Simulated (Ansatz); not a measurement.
# Field gradients at the nuclei of BiAs

```xyz
4
Lattice="5.0352 0.0000 0.0000 -2.5176 4.3606 0.0000 0.0000 0.0000 6.4977" Properties=species:S:1:pos:R:3 pbc="T T T"
Bi    0.0000    2.9071   -0.1778
Bi    2.5176    1.4535    3.0711
As    0.0000    2.9071    2.6209
As    2.5176    1.4535    5.8697
```

Atom numbers follow the list: Bi1, Bi2, As3, As4.

The structure comes from a relaxation in the same program, started in the wurtzite type, and has space group P6_3mc. Whether it is a known phase or the ground state wasn't checked.

Levels of theory: DFT, PBE, all-electron PAW with datasets made for the crystal, scalar-relativistic (Ansatz 0.2.0); DFT, PBE, PAW with Ansatz's default frozen-core files, scalar-relativistic (Ansatz 0.2.0).

For the crystal-made all-electron datasets (AE datasets): a Γ-centred 10×10×6 k mesh, Fermi–Dirac smearing of 0.05 eV, cutoff 240 eV (chosen by the program for this cell), no spin polarisation. PAW takes a cutoff of 420 eV at this cell. The Ansatz runs share mesh, smearing and spin set-up.

Spin–orbit coupling is left out, which moves gradients at and beside heavy atoms by some per cent and at worst by a factor of two.

Vzz is the principal value of largest size of the traceless field-gradient tensor, in 10²¹ V/m², and η = (Vxx − Vyy)/Vzz with |Vzz| ≥ |Vyy| ≥ |Vxx|.

```json
{"site": "Bi1", "site symmetry": "3m.", "Vzz (η), AE datasets": "-4.44 (η = 0.00)", "Vzz (η), PAW": "-4.40 (η = 0.00)"}
{"site": "As3", "site symmetry": "3m.", "Vzz (η), AE datasets": "1.50 (η = 0.00)", "Vzz (η), PAW": "1.50 (η = 0.00)"}
```

The Cartesian tensor at Bi1 from AE datasets, in 10²¹ V/m²:

```
 2.22  0.00  0.00
 0.00  2.22  0.00
 0.00  0.00 -4.44
```
